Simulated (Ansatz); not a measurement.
Here is an unrelaxed guess for YNb4N.

```cif
data_structure
_symmetry_space_group_name_H-M 'P 1'
_symmetry_Int_Tables_number 1
_cell_length_a 3.7701
_cell_length_b 3.7701
_cell_length_c 5.6244
_cell_angle_alpha 90.000
_cell_angle_beta 90.000
_cell_angle_gamma 90.000
_cell_volume 79.94
loop_
_atom_site_label
_atom_site_type_symbol
_atom_site_fract_x
_atom_site_fract_y
_atom_site_fract_z
_atom_site_occupancy
Y1 Y 0.50000 0.50000 0.50000 1
Nb1 Nb 0.00000 0.50000 0.76448 1
Nb2 Nb 0.50000 0.00000 0.76448 1
Nb3 Nb 0.00000 0.50000 0.23552 1
Nb4 Nb 0.50000 0.00000 0.23552 1
N1 N 0.00000 0.00000 0.00000 1
```

All numbers below come from DFT PBE, scalar-relativistic, plane waves, PAW (Ansatz 0.2.0). Settings: cutoff 420 eV, Γ-centred mesh 4×4×4 on the computed 6-atom cell, Gaussian smearing of 0.10 eV; no spin polarisation.

Formation energies are uncorrected and refer to the elements' standard structures at the same level (N₂ as a molecule).

Task: What does a single point on this coarse mesh give?

Result: The pressure is 70.2 GPa (the mean over three directions, positive in compression), the largest force is 2.96 eV/Å, and the energy is +2.05 eV/atom against the elements. The shortest distance is 2.30 Å.

Task: How much does it gain on relaxing, and where does it end?

Result: Relaxing gains about 1.7 eV/atom (the start's value is from the coarse mesh, so the gain is rough) in 19 ionic steps and ends at +0.40 eV/atom on the finer mesh. The symmetry stays P4/mmm (No. 123). The volume per atom grows by 49.1 %, from 13.3 to 19.9 Å³. The shortest distance goes from 2.30 Å (Nb–N) to 2.35 Å (Nb–N). The ratio c/a of the conventional cell changes by a factor of 1.37. Conventional cell: a = 3.882 Å, c = 7.908 Å. Around Y lie 8 Nb at 3.27 Å and 4 Y at 3.88 Å; around Nb lie 2 N at 2.35 Å, 5 Nb at 2.64–2.75 Å and 2 Y at 3.27 Å; N has 8 Nb at 2.35 Å.

The last run used a 10×10×6 mesh (in the run's order of axes) for its 6-atom cell and Gaussian smearing of 0.10 eV. The relaxation can't lower the symmetry of the start. A structure relaxed within its symmetry needn't be a true minimum.
